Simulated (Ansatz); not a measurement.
Ansatz input

```yaml
crystal:
  lattice:
    - [14.0, 0.0, 0.0]
    - [0.0, 14.4, 0.0]
    - [0.0, 0.0, 14.8]
  atoms:
    - { symbol: Yb, position: [0.5, 0.5, 0.5], spin: 2.0 }
  symmetry: { detect: false, time_reversal: true }
hamiltonian:
  xc: pbesol
  pseudopotentials:
    kind: paw
    azcp:
      Yb: "pseudopotentials/Yb.paw.azcp"
basis:
  ecutwfc: 420
  fft_grid_basis: typed
kpoints:
  mp_grid: { grid: [1, 1, 1], shift: [0, 0, 0] }
magnetization:
  spin_polarized: true
scf:
  occupations: { method: fermi_dirac, width: 0.01 }
```

Output

```
Warning: the record states the generating functional pbe (its physics header spells it `PBE`), which answers neither for hamiltonian.xc's functional nor for the pbesol family's — results may be inconsistent (PPs are generated against a specific XC)
Warning: where an SCF of this run starts from atoms to list the orders of its open shells, Yb (site 0, from 0) starts with 0.44 μB on its 4f shell and 0.44 μB on its 5d shell, in the place of the 2.00 μB that the deck gives it: its open shells can hold no more by Hund's first rule. To start from spheres of the given moment, type scf.initial_density.shell_occupations: []
Engine: ansatz 0.2.0, aarch64-unknown-linux-gnu
Pseudopotentials: kind: paw
Pseudopotential: Yb, paw, valence charge 24, recommended cutoff 420 eV (normal) 
Functional definition: PBEsol
  exchange = pbesol_x
  correlation = pbesol_c
Crystal: 1 atoms, lattice volume = 2983.680 Å³
Basis set: ecut = 420 eV, 58327 PW (Γ)
Bands: 17, of which v1, the nominal top of the filled ones, is band 12 counted from 1 (11 counted from 0)
Symmetry: 1 space group operations
k-points: 1
Non-local potential: Yb, projectors of the file, l = 0: 3, l = 1: 2, l = 2: 2, l = 3: 3
PAW form: soft (Blöchl's): semilocal exchange-correlation on the pseudo side does not see the compensation charge
PAW frozen core: Yb, regenerated for the run's functional, and the local potential with it (the file was generated under x = pbe(κ = 0.804, μ = 0.2195149727645171), c = pbe(β = 0.06672455060314922))
PAW one-centre angular grid: Yb, 590 points (default); XC on 64 Gauss nodes
Initial density: superposition of atomic densities (neutral atoms: chi_scale 0, normalization atom)
Starting moments: Σ|m| = 2 μB on 1 of 1 site
Initial wavefunctions: pseudopotential atomic-orbital guess
Functional: x = pbesol(κ = 0.804, μ = 0.12345679012345678), c = pbesol(β = 0.046)
iter 1 solved again at ethr=2.02e-3 eV; its pass at ethr=3.10e-3 eV (dr2=4.84e-1 eV) is discarded
SCF iter   1: F=—  HF=-13673.002914 eV  |F-HF|=—  |Δ(HF+E_count)|=         —  Δρ=4.69e-3 (↑7.30e-4 ↓4.69e-3)  dr2=4.84e-1  dr2_m=1.67e-1  M=0.347 μB ∫|m|=0.347 μB  β_m=0.30  ethr=2.02e-3  ⟨swp⟩=1.0  Hψ=436  notcnv=0
Mixer restart at iter 1: flushing history
automatic band count: the SCF goes on with 21 bands, as 17 were too few: the levels above may hold too much charge
spin=Collinear: Resta preconditioning applied to the charge; magnetization (m = ρ↑ − ρ↓) channel mixes plain (no charge-response kernel on spin).
SCF iter   2: F=—  HF=-13673.524382 eV  |F-HF|=—  |Δ(HF+E_count)|=   5.21e-1  Δρ=2.57e-3 (↑1.41e-3 ↓2.57e-3)  dr2=3.16e-2  dr2_m=1.05e-1  M=0.317 μB ∫|m|=0.317 μB  β_m=0.39  ethr=2.02e-3  ⟨swp⟩=3.0  Hψ=82  notcnv=0
SCF iter   3: F=—  HF=-13673.720729 eV  |F-HF|=—  |Δ(HF+E_count)|=   1.96e-1  Δρ=3.16e-3 (↑7.71e-4 ↓3.16e-3)  dr2=1.64e-1  dr2_m=1.00e-1  M=0.147 μB ∫|m|=0.147 μB  β_m=0.06  ethr=1.32e-4  ⟨swp⟩=2.5  Hψ=97  notcnv=0  defer=1
SCF iter   4: F=—  HF=-13674.173801 eV  |F-HF|=—  |Δ(HF+E_count)|=   4.53e-1  Δρ=1.91e-3 (↑9.90e-4 ↓1.91e-3)  dr2=5.13e-2  dr2_m=5.67e-2  M=0.017 μB ∫|m|=0.023 μB  β_m=0.08  ethr=1.32e-4  ⟨swp⟩=5.0  Hψ=122  notcnv=0  defer=1
...
SCF iter  19: F=-13674.464531 eV  HF=-13674.464531 eV  |F-HF|=5.98e-9  |Δ(HF+E_count)|=   5.32e-8  Δρ=2.11e-7 (↑1.98e-7 ↓2.11e-7)  dr2=5.68e-9  dr2_m=2.33e-10  M=0.000 μB ∫|m|=0.000 μB  β_m=0.65  ethr=6.83e-11  ⟨swp⟩=1.0  Hψ=114  notcnv=0
iter 20 did not close the SCF: its close was put off for a magnetic moment that had not settled (scf_convergence_deferred on its scf_iter line)
SCF iter  20: F=-13674.464531 eV  HF=-13674.464531 eV  |F-HF|=1.99e-9  |Δ(HF+E_count)|=   6.76e-9  Δρ=6.73e-8 (↑6.10e-8 ↓6.73e-8)  dr2=6.86e-10  dr2_m=4.88e-11  M=0.000 μB ∫|m|=0.000 μB  β_m=0.70  ethr=2.37e-11  ⟨swp⟩=1.0  Hψ=116  notcnv=0
SCF iter  21: F=-13674.464531 eV  HF=-13674.464531 eV  |F-HF|=5.38e-10  |Δ(HF+E_count)|=   1.77e-9  Δρ=3.24e-8 (↑2.52e-8 ↓3.24e-8)  dr2=2.26e-10  dr2_m=9.78e-12  M=0.000 μB ∫|m|=0.000 μB  ethr=2.86e-12  ⟨swp⟩=1.0  Hψ=111  notcnv=0
SCF 1 converged in 21 iterations: F = -13674.464531 eV  dr2 = 2.26e-10
iteration 21: the least curvature of the free energy that was read at this close is 0.509 (0.588 in the run's own bands): not negative
WARN: the starting moments were not kept: the SCF closed with an absolute magnetisation of 7.1e-6 μB, where they sum to 2 μB in size (1 site). That is at most 0.1 of that sum. Measured as dr2_m measures the in/out step, that magnetisation stands 3.3e-12 eV from none, at or under the dr2_threshold of 1.0e-7 eV: it is no larger than a step whose dr2_m would equal this threshold. The system may hold no moment; this SCF shows only that its start led to no more than that. To try another start: raise the starting moments (crystal.atoms[].spin, magnetization.per_species, magnetization.initial_magnetization, or on a non-collinear deck that types none of these the spinor_matrix: blocks that start its atoms; where the total moment is fixed, keep their sum and leave initial_magnetization as it is; typed ones take the place of any that the run laid by itself, positive ones on a crystal's lanthanoids without a Hubbard term where scf.initial_density.shell_occupations: [] is typed) or, if the notice of its spin-set hold's release reads "site moments contracting" or "site moments show no strong build", lengthen the hold (scf.mixing.spin_hold: { on: { confirm: 4 } }; for m-r²SCAN on two components see the key's manual first). Each may lead to a state that holds a moment. A second SCF, from the converged charge density, with the starting moments and any scf.initial_density.shell_occupations laid on it anew, would have followed, and was not run: the deck does not ask for one (magnetization.retry_lost_moments is false, the default). To let it run, set magnetization.retry_lost_moments: true and run the deck again, where that key's refused combinations let it; where memory then withholds it, that run's warning says so.
SCF converged after 21 iterations
Magnetization: 0.0000 μB (12.0000 up, 12.0000 down)
Absolute magnetization: 0.0000 μB (∫|ρ↑−ρ↓|, with the PAW one-centre terms)
Spin contamination: 0.0000 ħ² per cell (⟨S²⟩ above its minimum at these occupations)
Per-site moments (μB) at R_I (Å): [(-6.862760206731172e-9, 5.775)]
Free energy (F): -13674.464531 eV
Harris-Foulkes:  -13674.464531 eV  (|F-HF|=5.38e-10)
Internal energy: -13674.464531 eV  (E = F + TS)
E sigma→0 (E₀):  -13674.464531 eV
Fermi energy:    -1.891764 eV
--- Per-component energies (eV) ---
  E_band       = -321.073200
  E_kinetic    = 342.157495
  E_local      = -11608.256195  (includes V_loc(G=0)·N_el)
  E_nonlocal   = 578.396114
  E_hartree    = 5233.224788
  E_xc         = -154.405076
  E_vxc        = -192.650943  (∫ρ·V_xc dr)
  E_paw        = -7250.020154  (= ΣΔE_a)
  E_vpaw       = 92.829830  (= ΣTr[D̂ρ^β])
  E_aug_tail   = 0.000002  (compensation charges beyond the density's cutoff)
  E_ewald      = -816.690699
  E_core_change = 1.129194  (= ΣΔE_core)
  E_smearing   = -0.000000  (= −TS)
  E_closure    = 0.000000  (closes the sum)
  Σ components = -13674.464531   (vs F -13674.464531, Δ=0.00e0)
--- Band table (eV) ---
  k-point 0 ↑: bands = ["-54.7264", "-27.2470", "-27.2470", "-27.2470", "-3.7474", "-2.9031", "-2.9031", "-2.9031", "-2.9031", "-2.9031", "-2.9031", "-2.9031", "-0.8912", "-0.8888", "-0.8858", "-0.5021", "-0.5006", "-0.4920", "-0.4916", "-0.4913", "-0.0606"]
  k-point 0 ↓: bands = ["-54.7264", "-27.2470", "-27.2470", "-27.2470", "-3.7474", "-2.9031", "-2.9031", "-2.9031", "-2.9031", "-2.9031", "-2.9031", "-2.9031", "-0.8912", "-0.8888", "-0.8858", "-0.5021", "-0.5006", "-0.4920", "-0.4916", "-0.4913", "-0.0606"]
```

Launched by

```sh
ansatz run input.yaml --threads 4 --pin off --max-ram 8192MiB --backend cpu --events-out ev --progress --plain --runs-dir out
```

On 4 threads of Arm Neoverse V1 (shared host) this took about 15 s of wall time and 55 s of CPU time, with 1.7 GiB at the peak.
